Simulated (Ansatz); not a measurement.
Relaxed-ion elastic tensor of LaTiO3 (cubic perovskite, Pm-3m) in GPa (Voigt order), DFT-LDA in the program Ansatz with PAW potentials; density 6.71 g/cm³, 11.61 Å³ per atom.

|  | 1 | 2 | 3 | 4 | 5 | 6 |
|---|---|---|---|---|---|---|
| 1 | 385 | 132 | 132 | 0.0 | 0.0 | 0.0 |
| 2 | 132 | 385 | 132 | 0.0 | 0.0 | 0.0 |
| 3 | 132 | 132 | 385 | 0.0 | 0.0 | 0.0 |
| 4 | 0.0 | 0.0 | 0.0 | 52.5 | 0.0 | 0.0 |
| 5 | 0.0 | 0.0 | 0.0 | 0.0 | 52.5 | 0.0 |
| 6 | 0.0 | 0.0 | 0.0 | 0.0 | 0.0 | 52.5 |

Question: Is the crystal mechanically stable?

Answer: Yes: the smallest eigenvalue of C is 52.5 GPa.

Question: Work out the Voigt, Reuss and Hill averages.

Answer: K_V = 216, K_R = 216, K_H = 216; G_V = 81.9, G_R = 68.5, G_H = 75.2 GPa.

Question: Give Young's modulus, Poisson's ratio, Pugh's ratio and the universal anisotropy index.

Answer: E = 9KG/(3K + G) = 202 GPa; ν = 0.34; K/G = 2.88 (ductile by the Pugh limit of 1.75); A_U = 5G_V/G_R + K_V/K_R − 6 = 0.98.

Question: Estimate the sound speeds and the Debye temperature.

Answer: v_l = √((K + 4G/3)/ρ) = 6870 m/s, v_t = √(G/ρ) = 3350 m/s, mean 3760 m/s; Θ = (h/k)(3n/4πV)^(1/3) v_m = 494 K.

Question: Give the Zener ratio and Young's modulus along [100], [110] and [111].

Answer: A = 2C44/(C11 − C12) = 0.42; 1/E = S11 − 2(S11 − S12 − S44/2)Γ with Γ = 0, 1/4, 1/3 gives 317, 168, 146 GPa.

Question: Solve the Christoffel equation for the three sound speeds along [100], [110], [111].

Answer: Eigenvalues of C_ijkl n_j n_l equal ρv². In km/s, slowest first: [100] 2.80, 2.80, 7.57; [110] 2.80, 4.33, 6.80; [111] 3.89, 3.89, 6.53.

The workflow started from an entry of the Crystallography Open Database (COD), which files this formula under 2 space groups. Its standing as an ambient phase is unchecked. Symmetry was held in the LDA relaxation; of distortions, only those at the zone centre were tested. No spin polarisation was allowed. Without spin polarisation and U, an open-shell compound can come out a false metal. As this level gives no gap, shear constants depend on the k-mesh and smearing (Fermi–Dirac, 0.1 eV here). Spin–orbit coupling is left out wherever it is not named.

Potentials: the later of the program's two PAW sets.
